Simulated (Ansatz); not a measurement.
**PdPtS4: vibrational free energy, entropy and heat capacity**

Theory: Ansatz, DFT PBE, scalar-relativistic, plane waves, PAW. Cutoff 420 eV, 12×12×2 k-points (Γ-centred), fixed occupations. No spin polarisation. Phonons by linear response, acoustic sum rule imposed.

The cell, relaxed at this level:
```cif
data_structure
_symmetry_space_group_name_H-M 'P-3m1'
_symmetry_Int_Tables_number 164
_cell_length_a 3.5668
_cell_length_b 3.5668
_cell_length_c 12.8922
_cell_angle_alpha 90.000
_cell_angle_beta 90.000
_cell_angle_gamma 120.000
_cell_volume 142.04
loop_
_atom_site_label
_atom_site_type_symbol
_atom_site_symmetry_multiplicity
_atom_site_Wyckoff_symbol
_atom_site_fract_x
_atom_site_fract_y
_atom_site_fract_z
_atom_site_occupancy
Pd1 Pd 1 a 0.00000 0.00000 0.00000 1
Pt1 Pt 1 b 0.00000 0.00000 0.50000 1
S1 S 2 d 0.33333 0.66667 0.09562 1
S2 S 2 d 0.33333 0.66667 0.59565 1
```

The structure comes from a generated guess, relaxed at this level; another structure or a mixture of phases may lie lower. Spin–orbit coupling is left out, which matters for heavy elements. The q mesh is coarse, so values between its points are rough. Modes under 40 cm⁻¹ are poorly fixed. No dispersion correction is applied, so modes and constants that involve weak contacts between layers, chains or molecules come out too soft.

Force constants from linear response on a 2×2×1 q mesh, interpolated to a fine mesh.

Phonon density of states, in bins of 5 cm⁻¹:
(bin centre (cm⁻¹), share of modes (%)): (2.5, 0.0), (7.5, 0.1), (12.5, 0.1), (17.5, 0.2), (22.5, 0.3), (27.5, 0.3), (32.5, 0.3), (37.5, 0.4), (42.5, 0.4), (47.5, 0.5), (52.5, 0.5), (57.5, 0.6), (62.5, 0.6), (67.5, 0.7), (72.5, 0.7), (77.5, 0.8), (82.5, 0.9), (87.5, 1.0), (92.5, 1.2), (97.5, 1.5), (102.5, 2.1), (107.5, 1.4), (112.5, 1.6), (117.5, 1.3), (122.5, 0.8), (127.5, 1.0), (132.5, 1.2), (137.5, 1.1), (142.5, 0.9), (147.5, 0.8), (152.5, 0.8), (157.5, 0.8), (162.5, 0.8), (167.5, 0.8), (172.5, 0.7), (177.5, 1.0), (182.5, 1.2), (187.5, 1.1), (192.5, 0.9), (197.5, 0.8), (202.5, 0.6), (207.5, 0.5), (212.5, 0.3), (217.5, 0.0), (222.5, 0.0), (227.5, 0.0), (232.5, 0.0), (237.5, 0.0), (242.5, 1.3), (247.5, 1.4), (252.5, 2.9), (257.5, 2.8), (262.5, 1.1), (267.5, 1.9), (272.5, 2.9), (277.5, 3.1), (282.5, 3.1), (287.5, 5.0), (292.5, 2.7), (297.5, 2.1), (302.5, 2.4), (307.5, 9.1), (312.5, 8.7), (317.5, 7.1), (322.5, 4.1), (327.5, 2.3), (332.5, 1.7), (337.5, 0.9)

Q: How much zero-point energy does an atom carry?

A: 44.3 meV.

Q: How large are the vibrational entropy and heat capacity at 300 K?

A: S = 3.13 k_B and C_V = 2.66 k_B per atom, 89 % of the Dulong–Petit value.

Q: Tabulate them against temperature.

A:
```
T (K)  F_vib (meV/atom)  S (k_B/atom)  C_V (k_B/atom)
  100              41.6          0.83            1.30
  200              28.8          2.11            2.32
  300               6.1          3.13            2.66
  400             -24.4          3.91            2.80
  500             -61.0          4.55            2.87
  600            -102.5          5.07            2.91
  700            -148.2          5.52            2.93
  800            -197.5          5.92            2.95
  900            -250.0          6.26            2.96
 1000            -305.4          6.58            2.97
```
